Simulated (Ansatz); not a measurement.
Input for Ansatz (plane-wave DFT, PAW):

```yaml
crystal:
  lattice:
    - [5.0376935905, 0.0, 0.0]
    - [0.0, 3.12543778, 0.0]
    - [-0.0033559659, 0.0, 5.4111720837]
  atoms:
    - { symbol: Al, position: [0.50009873, 0.5, 0.16728039] }
    - { symbol: Al, position: [0.00076357, 0.5, 0.83496431] }
    - { symbol: Al, position: [0.00088655, 0.0, 0.3315828] }
    - { symbol: Ga, position: [0.49971489, 0.0, 0.66616374] }
    - { symbol: "N", position: [0.11013543, 0.0, 0.66629554] }
    - { symbol: "N", position: [0.12258652, 0.5, 0.16717386] }
    - { symbol: "N", position: [0.62590355, 0.5, 0.84127752] }
    - { symbol: "N", position: [0.62350976, 0.0, 0.32526284] }
basis:
  ecutwfc: 420
kpoints:
  mp_grid: { grid: [6, 8, 4] }
hamiltonian:
  xc: pbesol
scf:
  occupations: { method: gaussian, width: 0.02 }
output:
  forces: true
  stress: true
  eigenvalues: true
relax:
  adjacent_minimum: "off"
  f_tol: 0.005
  max_steps: 80
  cell: { stress_tol: 0.05 }
```

Launched with
```bash
ansatz run input.yaml --threads 2 --pin off --max-ram 5120MiB --backend cpu --events-out ev --progress --plain --runs-dir out
```

Theory: Ansatz 0.2.0, DFT PBEsol, scalar-relativistic, plane waves, PAW.

Abridged output:

```
Pseudopotentials: kind: paw
Pseudopotential: Al, paw, valence charge 3, recommended cutoff 420 eV (normal)
Pseudopotential: Ga, paw, valence charge 13, recommended cutoff 420 eV (normal)
Pseudopotential: N, paw, valence charge 5, recommended cutoff 420 eV (normal)
Functional definition: PBEsol
Crystal: 8 atoms, lattice volume = 85.199 Å³
Basis set: ecut = 420 eV, 1681 PW (Γ), exchange–correlation on 72×48×80 points (8 copies of the dense FFT grid, shifted against one another)
Bands: 29, of which v1, the nominal top of the filled ones, is band 21 counted from 1 (20 counted from 0)
Symmetry: 2 space group operations
Space group: Pm (ITA 6), of the structure as read, at distance tolerance 4.4e-5 Å
k-points: 70 of 192 (time reversal used)
Initial density: superposition of atomic densities (neutral atoms: chi_scale 0, normalization atom), corrected by the library's trained network
Initial wavefunctions: pseudopotential atomic-orbital guess
Functional: x = pbesol(κ = 0.804, μ = 0.12345679), c = pbesol(β = 0.046)
SCF iter   1: F=—  HF=-6840.717632 eV  |F-HF|=—  |Δ(HF+E_count)|=         —  Δρ=1.11e-2  dr2=1.10e-1  ethr=1.77e-3  ⟨swp⟩=6.8  Hψ=9984  notcnv=0  defer=2
SCF iter   2: F=—  HF=-6840.686097 eV  |F-HF|=—  |Δ(HF+E_count)|=   3.15e-2  Δρ=1.76e-3  dr2=2.82e-3  ethr=2.62e-4  ⟨swp⟩=2.4  Hψ=3811  notcnv=0  defer=225
SCF iter   3: F=—  HF=-6840.685654 eV  |F-HF|=—  |Δ(HF+E_count)|=   4.43e-4  Δρ=9.23e-4  dr2=7.64e-4  ethr=6.72e-6  ⟨swp⟩=1.8  Hψ=2459  notcnv=0  defer=225
SCF iter   4: F=—  HF=-6840.685519 eV  |F-HF|=—  |Δ(HF+E_count)|=   1.35e-4  Δρ=2.14e-4  dr2=3.72e-5  ethr=1.82e-6  ⟨swp⟩=2.8  Hψ=3261  notcnv=0  defer=225
SCF iter   5: F=—  HF=-6840.685343 eV  |F-HF|=—  |Δ(HF+E_count)|=   1.76e-4  Δρ=9.68e-5  dr2=7.19e-6  ethr=8.86e-8  ⟨swp⟩=2.0  Hψ=3266  notcnv=0  defer=225
SCF iter   6: F=—  HF=-6840.685343 eV  |F-HF|=—  |Δ(HF+E_count)|=   8.99e-8  Δρ=2.93e-5  dr2=8.99e-7  ethr=1.71e-8  ⟨swp⟩=2.1  Hψ=3121  notcnv=0  defer=225
SCF iter   7: F=-6840.685343 eV  HF=-6840.685343 eV  |F-HF|=2.87e-8  |Δ(HF+E_count)|=   1.61e-7  Δρ=8.62e-6  dr2=6.91e-8  ethr=2.38e-10  ⟨swp⟩=8.2  Hψ=9960  notcnv=0
SCF 1 converged in 7 iterations: F = -6840.685343 eV  dr2 = 6.91e-8
relax step   1: F+E_penalty+E_count = -6840.68534254 eV  Δ(F+E_penalty+E_count) = +0.000e0 eV  max|allowed force component| = 1.370e-1 eV/Å  Δτ_max = 0.0000 Å  P = +0.800 GPa  Ω = 85.199 Å³  (7 SCF iters, dr2 threshold 1.00e-7 eV, accepted)
Crystal: 8 atoms, lattice volume = 85.368 Å³
Initial density: handed on by an earlier stage of this run
Initial wavefunctions: those handed on with the density
SCF iter   1: F=—  HF=-6840.686650 eV  |F-HF|=—  |Δ(HF+E_count)|=         —  Δρ=5.51e-4  dr2=3.49e-4  ethr=7.97e-7  ⟨swp⟩=1.9  Hψ=8639  notcnv=0
SCF iter   2: F=—  HF=-6840.686403 eV  |F-HF|=—  |Δ(HF+E_count)|=   2.47e-4  Δρ=2.08e-4  dr2=4.42e-5  ethr=7.97e-7  ⟨swp⟩=2.2  Hψ=2804  notcnv=0
SCF iter   3: F=—  HF=-6840.686390 eV  |F-HF|=—  |Δ(HF+E_count)|=   1.36e-5  Δρ=6.33e-5  dr2=3.76e-6  ethr=1.05e-7  ⟨swp⟩=2.2  Hψ=2953  notcnv=0
SCF iter   4: F=-6840.686389 eV  HF=-6840.686389 eV  |F-HF|=1.41e-7  |Δ(HF+E_count)|=   5.97e-7  Δρ=1.98e-5  dr2=3.50e-7  ethr=1.90e-9  ⟨swp⟩=6.0  Hψ=9108  notcnv=0
SCF 2 converged in 4 iterations: F = -6840.686389 eV  dr2 = 3.50e-7
relax step   2: F+E_penalty+E_count = -6840.68638892 eV  Δ(F+E_penalty+E_count) = -1.046e-3 eV  max|allowed force component| = 6.715e-2 eV/Å  Δτ_max = 0.0038 Å  P = +0.388 GPa  Ω = 85.368 Å³  energy of the carried Pulay correction = -5.535e-4 eV  (4 SCF iters, dr2 threshold 8.00e-7 eV, accepted)
Crystal: 8 atoms, lattice volume = 85.530 Å³
SCF iter   1: F=—  HF=-6840.686643 eV  |F-HF|=—  |Δ(HF+E_count)|=         —  Δρ=5.49e-4  dr2=3.50e-4  ethr=7.95e-7  ⟨swp⟩=1.9  Hψ=8605  notcnv=0
SCF iter   2: F=—  HF=-6840.686400 eV  |F-HF|=—  |Δ(HF+E_count)|=   2.43e-4  Δρ=2.14e-4  dr2=4.72e-5  ethr=7.95e-7  ⟨swp⟩=2.3  Hψ=2805  notcnv=0
SCF iter   3: F=—  HF=-6840.686386 eV  |F-HF|=—  |Δ(HF+E_count)|=   1.40e-5  Δρ=7.02e-5  dr2=4.59e-6  ethr=1.12e-7  ⟨swp⟩=2.1  Hψ=2837  notcnv=0
SCF iter   4: F=—  HF=-6840.686385 eV  |F-HF|=—  |Δ(HF+E_count)|=   6.74e-7  Δρ=2.23e-5  dr2=4.64e-7  ethr=1.09e-8  ⟨swp⟩=2.0  Hψ=3212  notcnv=0
SCF iter   5: F=-6840.686385 eV  HF=-6840.686385 eV  |F-HF|=3.69e-8  |Δ(HF+E_count)|=   1.31e-8  Δρ=1.12e-5  dr2=8.05e-8  ethr=9.58e-10  ⟨swp⟩=5.4  Hψ=7951  notcnv=0
SCF 3 converged in 5 iterations: F = -6840.686385 eV  dr2 = 8.05e-8
relax step   3: F+E_penalty+E_count = -6840.68638489 eV  Δ(F+E_penalty+E_count) = +4.028e-6 eV  max|allowed force component| = 4.223e-3 eV/Å  Δτ_max = 0.0032 Å  P = +0.001 GPa  Ω = 85.530 Å³  energy of the carried Pulay correction = -1.081e-3 eV  (5 SCF iters, dr2 threshold 4.02e-7 eV, accepted)
Initial wavefunctions: pseudopotential atomic-orbital guess (no wavefunctions were taken with the density)
SCF iter   1: F=—  HF=-6840.687783 eV  |F-HF|=—  |Δ(HF+E_count)|=         —  Δρ=7.61e-5  dr2=3.13e-7  ethr=4.12e-8  ⟨swp⟩=3.0  Hψ=15960  notcnv=0
SCF iter   2: F=—  HF=-6840.687647 eV  |F-HF|=—  |Δ(HF+E_count)|=   1.36e-4  Δρ=3.78e-5  dr2=8.03e-8  ethr=7.46e-10  ⟨swp⟩=2.0  Hψ=3487  notcnv=0
SCF iter   3: F=—  HF=-6840.687649 eV  |F-HF|=—  |Δ(HF+E_count)|=   2.61e-6  Δρ=1.24e-5  dr2=1.32e-8  ethr=1.91e-10  ⟨swp⟩=2.0  Hψ=2882  notcnv=0
SCF iter   4: F=—  HF=-6840.687650 eV  |F-HF|=—  |Δ(HF+E_count)|=   2.87e-7  Δρ=1.40e-6  dr2=1.05e-9  ethr=3.14e-11  ⟨swp⟩=2.8  Hψ=3582  notcnv=0
SCF iter   5: F=—  HF=-6840.687650 eV  |F-HF|=—  |Δ(HF+E_count)|=   1.04e-9  Δρ=7.18e-7  dr2=2.60e-10  ethr=2.51e-12  ⟨swp⟩=2.0  Hψ=3450  notcnv=0
SCF iter   6: F=-6840.687650 eV  HF=-6840.687650 eV  |F-HF|=5.28e-11  |Δ(HF+E_count)|=  5.17e-10  Δρ=2.95e-7  dr2=5.44e-11  ethr=1.00e-12  ⟨swp⟩=4.0  Hψ=6636  notcnv=0
SCF 4 converged in 6 iterations: F = -6840.687650 eV  dr2 = 5.44e-11
SCF converged after 6 iterations
Free energy (F): -6840.687650 eV
Harris-Foulkes:  -6840.687650 eV  (|F-HF|=5.28e-11)
Internal energy: -6840.687650 eV  (E = F + TS)
E sigma→0 (E₀):  -6840.687650 eV
Fermi energy:    9.410444 eV
--- Per-component energies (eV) ---
  E_band       = 22.519796
  E_kinetic    = 722.862310
  E_local      = -3167.675912  (includes V_loc(G=0)·N_el)
  E_nonlocal   = 642.552157
  E_hartree    = 1394.113353
  E_xc         = -429.732004
  E_vxc        = -456.234793  (∫ρ·V_xc dr)
  E_paw        = -3809.315662  (= ΣΔE_a)
  E_vpaw       = -507.211026  (= ΣTr[D̂ρ^β])
  E_aug_tail   = 0.000298  (compensation charges beyond the density's cutoff)
  E_ewald      = -2194.524981
  E_core_change = 1.032790  (= ΣΔE_core)
  E_smearing   =  0.000000  (= −TS)
--- Forces (eV/Å), atoms counted from 1 ---
  atom   1  Al     0.00428969     0.00000000     0.00212251
  atom   2  Al     0.00099685     0.00000000     0.00306180
  atom   3  Al     0.00013505     0.00000000    -0.00116371
  atom   4  Ga    -0.00143407     0.00000000    -0.00047998
  atom   5  N      0.00075838     0.00000000    -0.00123040
  atom   6  N     -0.00239008     0.00000000    -0.00134457
  atom   7  N     -0.00167399     0.00000000    -0.00031698
  atom   8  N     -0.00069799     0.00000000    -0.00064901
--- Stress (GPa, compression-positive) ---
        0.025485       0.000000      -0.006354
        0.000000       0.032939       0.000000
       -0.006374       0.000000       0.012092
  P = ⅓ Tr σ = 0.0235 GPa (0.235 kbar)
--- Band table (eV; the first three rows and the last of 70) ---
  k-point 0: bands = ["-7.6579", "-6.3156", "-6.2659", "-5.3178", "-5.2141", "-5.1253", "-5.0423", "-4.3699", "-4.0361", "1.3338", "1.9941", "3.2834", "4.1196", "5.4435", "5.7716", "6.7526", "6.7867", "6.9305", "7.5834", "7.6606", "7.6712", "11.1496", "13.0989", "13.5350", "13.6388", "15.2444", "17.5209", "17.8888", "18.1465"]
  k-point 1: bands = ["-7.4753", "-6.4974", "-6.2019", "-5.5130", "-5.2144", "-5.1274", "-5.0424", "-4.4322", "-3.9970", "1.5881", "2.5328", "3.3411", "3.8611", "5.6005", "5.8859", "6.4098", "6.5257", "6.6977", "7.0010", "7.5703", "7.5865", "12.0242", "13.4337", "13.9110", "14.3086", "15.2258", "17.0371", "17.3735", "17.7858"]
  k-point 2: bands = ["-7.0775", "-6.8967", "-6.1674", "-5.6658", "-5.2147", "-5.1318", "-5.0425", "-4.4125", "-4.0459", "2.1426", "2.4529", "3.8911", "4.2277", "4.9604", "5.3801", "5.9527", "6.1003", "7.1023", "7.1239", "7.2688", "7.4645", "13.1497", "13.4256", "14.6067", "15.0123", "15.4337", "15.7702", "16.7938", "17.5634"]
  k-point 69: bands = ["-6.4612", "-5.9988", "-5.8130", "-5.2223", "-5.1208", "-5.0778", "-4.5608", "-4.3946", "-3.8588", "1.2132", "1.9459", "2.0020", "2.1549", "6.0426", "6.0479", "6.0698", "6.0767", "6.1515", "6.2390", "6.2599", "6.4821", "12.3332", "12.7452", "12.7923", "12.8213", "15.4335", "16.5742", "16.6165", "17.1136"]
--- Relaxed structure (3 steps of the walk, 3 accepted, 1 SCFs on fresh bases) ---
  F+E_penalty+E_count = -6840.68764953 eV   max|allowed force component| = 4.292e-3 eV/Å   (the final SCF, on the basis selected at the relaxed cell)
  cell:  # Å, volume = 85.5297 Å³
    - [5.04340797, 0.0, 0.00011499]
    - [0.0, 3.13007389, 0.0]
    - [-0.00323625, 0.0, 5.41799194]
  atoms:
    - { symbol: Al, position: [0.50023004, 0.5, 0.16732956] }
    - { symbol: Al, position: [0.00092070, 0.5, 0.83480559] }
    - { symbol: Al, position: [0.00108806, 0.0, 0.33169263] }
    - { symbol: Ga, position: [0.49942171, 0.0, 0.66620090] }
    - { symbol: N, position: [0.11117247, 0.0, 0.66632925] }
    - { symbol: N, position: [0.12245432, 0.5, 0.16715786] }
    - { symbol: N, position: [0.62512347, 0.5, 0.84019235] }
    - { symbol: N, position: [0.62318819, 0.0, 0.32629283] }
```

The relaxation met its thresholds.

The run took 41 s on 2 threads of Intel(R) Xeon(R) Platinum 8259CL CPU @ 2.50GHz (Skylake/Cascade Lake), with other jobs on the host, peak memory 0.51 GiB.